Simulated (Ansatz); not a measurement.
Space group Pm-3m (No. 221). a = 4.001 Å, b = 4.001 Å, c = 4.001 Å, α = 90.00°, β = 90.00°, γ = 90.00°
```tsv
atom	site	symmetry	x	y	z
K	1a	m-3m	0.0000	0.0000	0.0000
Ni	1b	m-3m	0.5000	0.5000	0.5000
F	3c	4/mm.m	0.5000	0.5000	0.0000
```

Equation of state of this KNiF3 structure (not necessarily the ground state), with shape and atoms relaxed at each volume where symmetry leaves them free. Computed with DFT PBEsol, scalar-relativistic, plane waves, PAW (Ansatz).

Settings: cutoff 420 eV, Γ-centred mesh 10×10×10 on the computed 5-atom cell, Gaussian smearing of 0.02 eV; collinear spin.

```tsv
V (Å³/atom)	E − E(largest V) (meV/atom)	P (GPa)	gap on mesh (eV)
11.270	35.04	14.83	0.11
11.654	5.28	10.12	0.20
12.038	-14.10	6.16	0.29
12.422	-24.81	2.84	0.37
12.807	-28.18	0.04	0.44
13.191	-25.37	-2.32	0.50
13.575	-17.35	-4.30	0.54
14.087	0.00	-6.46	0.54
```

Fit a third-order Birch–Murnaghan equation to E(V).

V0 = 12.81 Å³/atom, B0 = 85 GPa, B0' = 4.7.

The cell holds one magnetic atom, so it can only be ferromagnetic; an antiferromagnetic order may lie lower.

Symmetry holds off the tilts and polar distortions that many cubic perovskites undergo.